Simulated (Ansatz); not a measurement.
SiBMo:
```cif
data_B4Mo4Si4
_chemical_formula_sum 'Si4 B4 Mo4'
_space_group_name_H-M_alt 'Cmcm'
_space_group_IT_number 63
_space_group_name_Hall '-C 2c 2'
_cell_length_a 3.13291
_cell_length_b 13.30213
_cell_length_c 3.14551
_cell_angle_alpha 90.000
_cell_angle_beta 90.000
_cell_angle_gamma 90.000
loop_
_atom_site_label
_atom_site_type_symbol
_atom_site_symmetry_multiplicity
_atom_site_Wyckoff_symbol
_atom_site_fract_x
_atom_site_fract_y
_atom_site_fract_z
_atom_site_occupancy
Si1 Si 4 c 0.00000 0.29786 0.25000 1
B1 B 4 c 0.00000 0.46753 0.25000 1
Mo1 Mo 4 c 0.00000 0.10262 0.25000 1
```
(The calculation used a cell of 6 atoms; values per cell refer to that cell.)

Relaxed with r²SCAN.

### Question
Which orbitals make up the states near the Fermi level in plane-wave PAW r²SCAN (Ansatz code)?

### Answer
Within 0.5 eV of the Fermi level: Mo 4d 69 %, B 2p 11 %, Si 3p 10 %. Projections are on Löwdin-orthogonalised atomic valence shells; empty p or d shells of many metals are not among them.

### Question
Tabulate the density of states.

### Answer
States/eV per cell of 6 atoms, in 0.25 eV bins, energy from the Fermi level.

| E (eV) | total | Mo 4d | Si 3p | B 2p |
|---|---|---|---|---|
| -7.85 | 1.16 | 0.27 | 0.31 | 0.33 |
| -7.60 | 1.36 | 0.33 | 0.47 | 0.33 |
| -7.35 | 2.06 | 0.51 | 0.72 | 0.57 |
| -7.10 | 3.00 | 0.75 | 0.96 | 0.97 |
| -6.85 | 2.63 | 0.70 | 0.65 | 1.00 |
| -6.60 | 1.91 | 0.55 | 0.47 | 0.69 |
| -6.35 | 2.10 | 0.64 | 0.49 | 0.79 |
| -6.10 | 2.38 | 0.74 | 0.52 | 0.95 |
| -5.85 | 2.73 | 0.85 | 0.63 | 1.09 |
| -5.60 | 2.31 | 0.76 | 0.62 | 0.78 |
| -5.35 | 1.62 | 0.61 | 0.31 | 0.59 |
| -5.10 | 1.76 | 0.78 | 0.33 | 0.51 |
| -4.85 | 2.83 | 1.48 | 0.41 | 0.73 |
| -4.60 | 4.23 | 2.32 | 0.45 | 1.10 |
| -4.35 | 3.01 | 1.62 | 0.43 | 0.64 |
| -4.10 | 3.07 | 1.80 | 0.51 | 0.44 |
| -3.85 | 3.50 | 1.96 | 0.80 | 0.40 |
| -3.60 | 4.71 | 2.51 | 1.30 | 0.49 |
| -3.35 | 5.15 | 2.68 | 1.55 | 0.46 |
| -3.10 | 5.01 | 2.86 | 1.36 | 0.43 |
| -2.85 | 2.76 | 1.90 | 0.55 | 0.17 |
| -2.60 | 2.20 | 1.45 | 0.48 | 0.16 |
| -2.35 | 1.51 | 1.07 | 0.24 | 0.12 |
| -2.10 | 1.29 | 0.97 | 0.16 | 0.10 |
| -1.85 | 1.32 | 1.01 | 0.13 | 0.11 |
| -1.60 | 1.02 | 0.77 | 0.09 | 0.10 |
| -1.35 | 0.70 | 0.54 | 0.07 | 0.06 |
| -1.10 | 1.04 | 0.82 | 0.09 | 0.08 |
| -0.85 | 1.48 | 1.18 | 0.11 | 0.12 |
| -0.60 | 1.63 | 1.25 | 0.14 | 0.16 |
| -0.35 | 1.92 | 1.43 | 0.16 | 0.19 |
| -0.10 | 2.13 | 1.51 | 0.19 | 0.24 |
| 0.15 | 2.19 | 1.44 | 0.23 | 0.26 |
| 0.40 | 1.88 | 1.21 | 0.21 | 0.21 |
| 0.65 | 2.11 | 1.30 | 0.25 | 0.26 |
| 0.90 | 3.14 | 1.86 | 0.35 | 0.50 |
| 1.15 | 3.10 | 1.86 | 0.36 | 0.45 |
| 1.40 | 3.69 | 2.38 | 0.40 | 0.46 |
| 1.65 | 4.38 | 2.96 | 0.37 | 0.52 |
| 1.90 | 3.64 | 2.25 | 0.33 | 0.48 |
| 2.15 | 2.99 | 1.55 | 0.40 | 0.42 |
| 2.40 | 2.94 | 1.39 | 0.51 | 0.40 |
| 2.65 | 3.21 | 1.47 | 0.54 | 0.41 |
| 2.90 | 4.04 | 1.67 | 0.66 | 0.51 |
| 3.15 | 3.09 | 1.13 | 0.51 | 0.42 |
| 3.40 | 2.90 | 1.00 | 0.47 | 0.41 |
| 3.65 | 2.85 | 0.94 | 0.46 | 0.47 |
| 3.90 | 2.47 | 0.79 | 0.42 | 0.44 |
| 4.15 | 3.16 | 0.96 | 0.57 | 0.55 |
| 4.40 | 2.73 | 0.71 | 0.55 | 0.47 |
| 4.65 | 2.03 | 0.44 | 0.43 | 0.41 |

The start of the workflow was typed in or built on a structure type; neither database checked (COD, Materials Project) lists it. Its standing as an ambient phase is unchecked. Symmetry was held in the r²SCAN relaxation; its stability against distortions is not shown here. No spin polarisation was allowed. Scalar-relativistic: spin–orbit coupling is off unless named, which matters more the heavier the elements.

Potentials: the earlier of the program's two PAW sets. The files were generated under PBE; for other functionals the program regenerates the frozen cores, and for LDA and PBEsol the local potential too.
